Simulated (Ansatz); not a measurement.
Input deck for Ansatz 0.2.0, then the block of the output on the nuclei.

The cell is an entry of the Crystallography Open Database (COD), its atoms then relaxed with PBE in this cell.

```yaml
crystal:
  lattice:
    - [0.0, 3.231, 3.231]
    - [3.231, 0.0, 3.231]
    - [3.231, 3.231, 0.0]
  atoms:
    - { symbol: Te, position: [0.5, 0.5, 0.5] }
    - { symbol: Pb, position: [0.0, 0.0, 0.0] }
kpoints:
  mp_grid: { grid: [9, 9, 9] }
scf:
  occupations: { method: fermi_dirac, width: 0.05 }
hamiltonian:
  xc: r2scan
  pseudopotentials: { kind: paw }
output:
  forces: true
  stress: true
  populations: true
  efg: { contact_densities: true }
  write_density: true
  write_potential: true
  elf: true
  volumetric_format: npy
```

```sh
ansatz run input.yaml --threads 1 --pin off --max-ram 3072MiB --backend cpu --events-out ev --progress --plain --runs-dir out
```

Of the output, the block on the nuclei alone is shown; the set-up, the SCF iterations, energies, forces and stress are cut. One atom of each set with nearly equal values is shown.

```
--- PAW observables at the nuclei: V_zz in 10²¹ V/m², potentials from the cell's mean, atoms counted from 1 ---
  atom   1  Te V_zz =    -0.000000   η = 0.0000   by run symmetry: forbidden
            electrostatic potential = -8649.231114 V   contact ρ = 1467816.769091 e/Å³
  atom   2  Pb V_zz =    +0.000000   η = 0.0000   by run symmetry: forbidden
            electrostatic potential = -17479.099208 V   contact ρ = 16525637.466465 e/Å³
```

Hardware: 1 thread of Arm Neoverse V2 (aarch64; 28 cores open to the job, memory cap 3.0 GiB, no GPU), a shared host with a load of 0.9 a core. Wall time 12 s, CPU time 12 s, peak memory 0.6 GiB.
